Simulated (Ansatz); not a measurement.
Al2Os:
```cif
data_Al4Os2
_chemical_formula_sum 'Al4 Os2'
_space_group_name_H-M_alt 'I4/mmm'
_space_group_IT_number 139
_space_group_name_Hall '-I 4 2'
_cell_length_a 3.15576
_cell_length_b 3.15576
_cell_length_c 8.29644
_cell_angle_alpha 90.000
_cell_angle_beta 90.000
_cell_angle_gamma 90.000
loop_
_atom_site_label
_atom_site_type_symbol
_atom_site_symmetry_multiplicity
_atom_site_Wyckoff_symbol
_atom_site_fract_x
_atom_site_fract_y
_atom_site_fract_z
_atom_site_occupancy
Al1 Al 4 e 0.00000 0.00000 0.33852 1
Os1 Os 2 a 0.00000 0.00000 0.00000 1
```
(The calculation used a cell of 3 atoms; values per cell refer to that cell.)

Relaxed at zero pressure with PBEsol (plane waves, PAW; program Ansatz).

The volume is raised by 6 % and shape and atoms relax at that volume. What pressure results, and how do the axes share the change?

-10.3 GPa; a 1.9 %, b 1.9 %, c 2.0 %; the energy rises by 28 meV/atom.

Give the new structure.


Space group I4/mmm (No. 139); a = b = 3.216 Å, c = 8.466 Å, α = β = γ = 90.00°

| atom | site | symmetry | x | y | z |
|---|---|---|---|---|---|
| Al | 4e | 4mm | 0.0000 | 0.0000 | 0.3398 |
| Os | 2a | 4/mmm | 0.0000 | 0.0000 | 0.0000 |

The phase is kept; no other phase was compared at this pressure.

The workflow started from a Materials Project entry (that database holds measured and hypothetical structures alike); the Crystallography Open Database copy checked does not list it. Its standing as an ambient phase is unchecked. The PBEsol relaxation kept the symmetry of its start; whether a distortion lowers the energy is not shown. The run is not spin-polarised. Spin–orbit coupling is left out wherever it is not named.

Potentials: the later of the program's two PAW sets.
